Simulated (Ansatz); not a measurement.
Relaxed-ion elastic tensor of Ta$_{3}$Ru in space group Fm-3m (No. 225; Ta on 8c, Ta on 4b, Ru on 4a) in GPa (Voigt order), the program Ansatz at the PBEsol level (PAW); density 16.37 g/cm³, 16.33 Å³ per atom.

```csv
,1,2,3,4,5,6
1,394,167,167,0.0,0.0,0.0
2,167,394,167,0.0,0.0,0.0
3,167,167,394,0.0,0.0,0.0
4,0.0,0.0,0.0,82.8,0.0,0.0
5,0.0,0.0,0.0,0.0,82.8,0.0
6,0.0,0.0,0.0,0.0,0.0,82.8
```

### Question
Is the crystal mechanically stable?

### Answer
Yes: the smallest eigenvalue of C is 82.8 GPa.

### Question
Work out the Voigt, Reuss and Hill averages.

### Answer
K_V = 243, K_R = 243, K_H = 243; G_V = 95.1, G_R = 92.9, G_H = 94.0 GPa.

### Question
Give Young's modulus, Poisson's ratio, Pugh's ratio and the universal anisotropy index.

### Answer
E = 9KG/(3K + G) = 250 GPa; ν = 0.33; K/G = 2.58 (ductile by the Pugh limit of 1.75); A_U = 5G_V/G_R + K_V/K_R − 6 = 0.12.

### Question
Estimate the sound speeds and the Debye temperature.

### Answer
v_l = √((K + 4G/3)/ρ) = 4740 m/s, v_t = √(G/ρ) = 2400 m/s, mean 2690 m/s; Θ = (h/k)(3n/4πV)^(1/3) v_m = 315 K.

### Question
Give the Zener ratio and Young's modulus along [100], [110] and [111].

### Answer
A = 2C44/(C11 − C12) = 0.73; 1/E = S11 − 2(S11 − S12 − S44/2)Γ with Γ = 0, 1/4, 1/3 gives 295, 238, 223 GPa.

The workflow started from a Materials Project entry (that database holds measured and hypothetical structures alike); the Crystallography Open Database copy checked does not list it. With Ta and Ru taken as one species the cell has the higher symmetry Im-3m, so it may be an ordered model of a mixed-site phase. Its standing as an ambient phase is unchecked. Symmetry was held in the PBEsol relaxation; whether a distortion lowers the energy is not shown. No spin polarisation was allowed. As this level gives no gap, shear constants depend on the k-mesh and smearing (Fermi–Dirac, 0.1 eV here). Spin–orbit coupling is left out wherever it is not named.

Potentials: the later of the program's two PAW sets.
